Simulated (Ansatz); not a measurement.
Relaxation of a generated trial cell of NbP in the FeSi structure type; 8 atoms in the cell, which starts as P2₁3 (No. 198), cP8; a = 4.694 Å, b = 4.694 Å, c = 4.694 Å, α = 90.00°, β = 90.00°, γ = 90.00°. Calculation: PBEsol (plane waves to 420 eV, PAW, scalar-relativistic; Ansatz, a program for electronic structure). Γ-centred k-mesh 5×5×5 on the run's cell (coarser than for final values), Fermi–Dirac smearing 0.05 eV. This is the first round of the run. 

The optimiser's lines from the output (shortened; P is positive under compression):

```
relax step   1: F+E_penalty+E_count = -20947.26653843 eV  Δ(F+E_penalty+E_count) = +0.000e0 eV  max|allowed force component| = 6.201e-1 eV/Å  Δτ_max = 0.0000 Å  P = +40.277 GPa  Ω = 103.431 Å³  (6 SCF iters, dr2 threshold 1.00e-7 eV, accepted)
relax step   2: F+E_penalty+E_count = -20949.02580338 eV  Δ(F+E_penalty+E_count) = -1.759e0 eV  max|allowed force component| = 1.480e-1 eV/Å  Δτ_max = 0.0061 Å  P = +0.230 GPa  Ω = 118.977 Å³  (6 SCF iters, dr2 threshold 8.00e-7 eV, accepted)
relax step   3: F+E_penalty+E_count = -20949.03521789 eV  Δ(F+E_penalty+E_count) = -9.415e-3 eV  max|allowed force component| = 7.187e-2 eV/Å  Δτ_max = 0.0108 Å  P = +0.030 GPa  Ω = 118.937 Å³  (6 SCF iters, dr2 threshold 8.00e-7 eV, accepted)
relax step   4: F+E_penalty+E_count = -20949.03815545 eV  Δ(F+E_penalty+E_count) = -2.938e-3 eV  max|allowed force component| = 1.860e-3 eV/Å  Δτ_max = 0.0103 Å  P = -0.003 GPa  Ω = 118.827 Å³  (6 SCF iters, dr2 threshold 3.23e-7 eV, accepted)
relax step   5: F+E_penalty+E_count = -20949.04483765 eV  Δ(F+E_penalty+E_count) = -6.682e-3 eV  max|allowed force component| = 1.754e-3 eV/Å  Δτ_max = 0.0000 Å  P = +0.082 GPa  Ω = 118.827 Å³  stress off target by 8.16e-2 GPa  SCF on the basis re-selected at this cell (its energy is not comparable with the rows above)  (6 SCF iters)
relax step   6: F+E_penalty+E_count = -20949.04484372 eV  Δ(F+E_penalty+E_count) = -6.077e-6 eV  max|allowed force component| = 2.452e-4 eV/Å  Δτ_max = 0.0002 Å  P = +0.016 GPa  Ω = 118.866 Å³  (7 SCF iters, dr2 threshold 1.67e-8 eV, accepted)
relax step   7: F+E_penalty+E_count = -20949.04484371 eV  Δ(F+E_penalty+E_count) = +1.160e-8 eV  max|allowed force component| = 2.452e-4 eV/Å  Δτ_max = 0.0000 Å  P = +0.016 GPa  Ω = 118.866 Å³  stress off target by 1.59e-2 GPa  SCF on the basis re-selected at this cell (its energy is not comparable with the rows above)  (8 SCF iters)
```

From the first to the last row the energy changes by -0.22 eV/atom and the volume by +14.9 %. The last row is marked as not comparable with the walk above it, whose basis was carried along; it does compare with step 1, since both stand on a basis selected at the nominal cutoff for their own cell.

Later rounds, restarted from the end of this one on a renewed k-mesh, logged 5 more steps and released under 0.01 eV/atom more. The final structure after all rounds: P2₁3 (No. 198), cP8, AFLOW prototype AB_cP8_198_a_a (B20, as in FeSi); a = b = c = 4.9176 Å, α = β = γ = 90.00°. Between re-selections the logged energies stand on a plane-wave basis carried along with the cell. No spin polarisation in the result.

The run could not lose the symmetry of its start: the end is stationary, and may be a saddle point rather than a minimum.

The relaxed structure here is a generated cell of NbP: the first start was made by placing the elements on the sites of a structure type, and the end was not matched to a known phase here, so it may be hypothetical.
